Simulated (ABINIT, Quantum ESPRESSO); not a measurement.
This is a calculation of AgB2 for Quantum ESPRESSO 7.5. 

The input pw.in:

```
&CONTROL
  calculation = 'scf'
  prefix = 'pwscf'
  outdir = './tmp'
  pseudo_dir = './pseudo'
  tprnfor = .true.
  tstress = .true.
  disk_io = 'low'
/
&SYSTEM
  ibrav = 0
  nat = 3
  ntyp = 2
  ecutwfc = 60
  ecutrho = 440
  nbnd = 19
  occupations = 'smearing'
  smearing = 'fd'
  degauss = 0.00367493
/
&ELECTRONS
  conv_thr = 6d-10
  electron_maxstep = 120
  mixing_beta = 0.5
/
ATOMIC_SPECIES
Ag   107.8682 Ag_ONCV_PBE-1.0.oncvpsp.upf
B     10.8100 b_pbe_v1.4.uspp.F.UPF
CELL_PARAMETERS angstrom
   3.0000000000    0.0000000000    0.0000000000
  -1.5000000000    2.5980762114    0.0000000000
   0.0000000000    0.0000000000    3.2400000000
ATOMIC_POSITIONS crystal
Ag     0.0000000000    0.0000000000    0.0000000000
B      0.6666666667    0.3333333333    0.5000000000
B      0.3333333333    0.6666666667    0.5000000000
K_POINTS automatic
10 10 8 0 0 0
```

pp_density.in

```
&INPUTPP
  prefix = 'pwscf'
  outdir = './tmp'
  filplot = 'density.dat'
  plot_num = 0
/
&PLOT
  nfile = 1
  filepp(1) = 'density.dat'
  iflag = 3
  output_format = 6
  fileout = 'density.cube'
/
```

pp_potential.in

```
&INPUTPP
  prefix = 'pwscf'
  outdir = './tmp'
  filplot = 'potential.dat'
  plot_num = 11
/
&PLOT
  nfile = 1
  filepp(1) = 'potential.dat'
  iflag = 3
  output_format = 6
  fileout = 'potential.cube'
/
```

Potentials or basis: SSSP 1.3 efficiency PBE.

Command:

```bash
$ OMP_NUM_THREADS=1 pw.x -in pw.in > pw.out
$ OMP_NUM_THREADS=1 pp.x -in pp_density.in > pp_density.out
$ OMP_NUM_THREADS=1 pp.x -in pp_potential.in > pp_potential.out
```

Problem. Set up the same calculation for ABINIT 10.8.3 (patched build). Potentials or basis there: JTH PAW PBE v2.0, cutoff 463 eV.

Solution. As run (cutoffs and basis follow the program's own potentials, and thresholds, step limits or extra output files can differ):

run.abi

```
pp_dirpath "./"
pseudos "Ag.GGA_PBE-JTH.xml, B.GGA_PBE-JTH.xml"

structure "poscar:POSCAR"
natom 3

ecut 17.0
pawecutdg 34.0

kptopt 1
ngkpt 10 10 8
nshiftk 1
shiftk 0.0 0.0 0.0

ixc 11

nband 13
occopt 3
tsmear 0.05 eV

nstep 100
tolvrs 1.0e-9

iomode 3
prtwf 0
prtden 0
prteig 0
prtebands 0
enunit 1
```

The input POSCAR:

```
AgB2
1.0
    3.0000000000      0.0000000000      0.0000000000
   -1.5000000000      2.5980762114      0.0000000000
    0.0000000000      0.0000000000      3.2400000000
Ag B
1 2
Direct
    0.0000000000      0.0000000000      0.0000000000  Ag
    0.6666666667      0.3333333333      0.5000000000  B
    0.3333333333      0.6666666667      0.5000000000  B
```

Potentials or basis: JTH PAW PBE v2.0.

The run is started by

```bash
$ abinit run.abi > log 2>&1
```

Both were run:

|  | Quantum ESPRESSO | ABINIT |
| --- | --- | --- |
| Pressure | 53.9 GPa | 54.9 GPa |

The potentials hold 25 and 17 valence electrons a cell.

The cell lies far from this level's equilibrium.

Pressure is positive in compression.
